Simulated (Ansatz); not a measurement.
This cell of WSi2 (MoSi2 type, space group I4/mmm) is off equilibrium:

```
CELL_PARAMETERS angstrom
     -1.69986     1.69986     3.64433
      1.69986    -1.69986     3.64433
      1.69986     1.69986    -3.64433
ATOMIC_POSITIONS crystal
  W  0.00000 0.00000 0.00000
  Si 0.33458 0.33458 0.00000
  Si 0.66542 0.66542 0.00000
```

Computed with PBE (plane waves to 420 eV, PAW, scalar-relativistic; Ansatz, a first-principles code). k mesh 20×20×20 (Γ-centred), Fermi-Dirac smearing 0.05 eV. The energy includes the smearing's −TS. Compression counts positive. As the atoms are clamped, bonds stretch with the cell, which overstates energies and stresses. With partly filled bands, the response to shear is sensitive to the k mesh, so small differences along c/a are uncertain. Spin-orbit coupling is left out, though W is heavy. The PAW data are Ansatz's earlier set. WSi2 is run without spin polarisation. WSi2 was relaxed with its symmetry unable to fall.

Q: Give the stress tensor in GPa and the pressure.

A: 
```
  -17.8      0.0      0.0
    0.0    -17.8      0.0
    0.0      0.0     39.4
```
The pressure, a third of the trace, is 1.3 GPa.

Q: It is the relaxed cell deformed to V/V₀ = 1.027, (c/a)/(c/a)₀ = 0.880, c along z, fractional positions held. What is its energy relative to the relaxed cell?

A: 206 meV/atom.

(A scan under strain: stresses follow from slopes of the energy per volume, elastic moduli from its curvatures.)
